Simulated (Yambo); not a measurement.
Absorption of Cs$_{2}$NaYF$_{6}$ (space group Fm-3m, No. 225) with and without the electron-hole interaction (Yambo, LDA bands; 4×4×4 mesh, 18 valence and 12 conduction bands, static screening with 110 bands and a 3 Ry block, scissor 3.72 eV, Tamm-Dancoff; field along x).

| E (eV) | Im ε, BSE | Im ε, independent quasiparticles |
|---|---|---|
| 7.85 | 0.11 | 0.02 |
| 7.95 | 0.12 | 0.02 |
| 8.05 | 0.14 | 0.02 |
| 8.15 | 0.17 | 0.02 |
| 8.25 | 0.20 | 0.02 |
| 8.35 | 0.24 | 0.02 |
| 8.45 | 0.30 | 0.02 |
| 8.55 | 0.39 | 0.02 |
| 8.65 | 0.54 | 0.02 |
| 8.75 | 0.78 | 0.03 |
| 8.85 | 1.23 | 0.03 |
| 8.95 | 2.08 | 0.03 |
| 9.05 | 3.36 | 0.03 |
| 9.15 | 5.16 | 0.03 |
| 9.25 | 4.74 | 0.03 |
| 9.35 | 2.86 | 0.04 |
| 9.45 | 1.98 | 0.04 |
| 9.55 | 1.76 | 0.04 |
| 9.65 | 1.89 | 0.05 |
| 9.75 | 2.61 | 0.05 |
| 9.85 | 3.74 | 0.06 |
| 9.95 | 3.75 | 0.07 |
| 10.05 | 2.46 | 0.08 |
| 10.15 | 1.65 | 0.11 |
| 10.25 | 1.42 | 0.15 |
| 10.35 | 1.60 | 0.19 |
| 10.45 | 1.81 | 0.18 |
| 10.55 | 1.71 | 0.17 |
| 10.65 | 1.53 | 0.20 |
| 10.75 | 1.45 | 0.25 |
| 10.85 | 1.30 | 0.38 |
| 10.95 | 1.00 | 0.58 |
| 11.05 | 0.76 | 0.74 |
| 11.15 | 0.63 | 0.75 |
| 11.25 | 0.64 | 0.74 |
| 11.35 | 0.62 | 0.65 |
| 11.45 | 0.69 | 0.60 |
| 11.55 | 0.74 | 0.64 |
| 11.65 | 0.74 | 0.79 |
| 11.75 | 0.82 | 1.05 |
| 11.85 | 0.81 | 1.44 |
| 11.95 | 0.89 | 2.03 |
| 12.05 | 0.80 | 2.73 |
| 12.15 | 0.73 | 3.37 |
| 12.25 | 0.76 | 3.68 |
| 12.35 | 0.70 | 3.48 |
| 12.45 | 0.77 | 2.88 |
| 12.55 | 0.74 | 2.57 |
| 12.65 | 0.66 | 2.61 |
| 12.75 | 0.68 | 2.63 |
| 12.85 | 0.59 | 2.61 |
| 12.95 | 0.59 | 2.54 |
| 13.05 | 0.56 | 2.28 |
| 13.15 | 0.52 | 2.19 |
| 13.25 | 0.54 | 2.34 |
| 13.35 | 0.51 | 2.49 |
| 13.45 | 0.56 | 2.44 |
| 13.55 | 0.53 | 2.12 |
| 13.65 | 0.51 | 1.71 |
| 13.75 | 0.53 | 1.45 |
| 13.85 | 0.49 | 1.33 |
| 13.95 | 0.54 | 1.28 |
| 14.05 | 0.51 | 1.30 |
| 14.15 | 0.50 | 1.26 |
| 14.25 | 0.42 | 1.14 |
| 14.35 | 0.35 | 1.00 |

The scissor comes from a G0W0 run whose convergence isn't established. Broadening 0.15 eV. The band window holds all transitions up to 14.4 eV. Fine structure above the onset can come from the mesh.

Geometry of the Materials Project entry, not relaxed at this level; primitive cell a = b = c = 6.5064 Å, α = β = γ = 60.00°.
